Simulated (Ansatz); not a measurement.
GaN: pressure against volume

GaN, F-43m, a = 4.498 Å. This isn't the usual stable structure of the compound. Ansatz: r2SCAN, PAW, 500 eV, Γ-centred 10×10×10 mesh on 2 atoms, Gaussian smearing 0.02 eV; no spin polarisation. Symmetry fixes shape and atoms, so the cell is only scaled; pressure is positive in compression.

```tsv
V (Å³/atom)	P (GPa)
10.010	?
10.351	22.69
10.692	13.89
11.033	6.39
11.374	0.00
11.716	-5.45
12.057	-10.09
12.512	-15.22
```

Task: Take V0 = 11.374 Å³/atom, fit the third-order Birch–Murnaghan form to the other rows, and predict the missing pressure.

Result: With the Eulerian strain f = ½[(V0/V)^(2/3) − 1] and y = P/[3f(1 + 2f)^(5/2)], the form is the line y = B0 + 1.5 B0 (B0′ − 4) f. Rows (f, y): 0.03242, 199.4; 0.02104, 198.5; 0.01025, 197.5; -0.00978, 195.2; -0.01907, 194.4; -0.03080, 193.1. Means f = 0.0006767, y = 196.35; Σ(Δf)² = 0.003004, ΣΔfΔy = 0.3044; the slope is their ratio. y = 196.3 + 101.3 f GPa, so B0 = 196.3 GPa and B0′ = 4 + 2 × (101.3)/(3 × 196.3) = 4.34. At V = 10.010, f = 0.04445, y = 200.80 and P = 33.13 GPa. The run gave 33.02 GPa, so the fit is 0.11 GPa too high, a small miss on the scale of the series.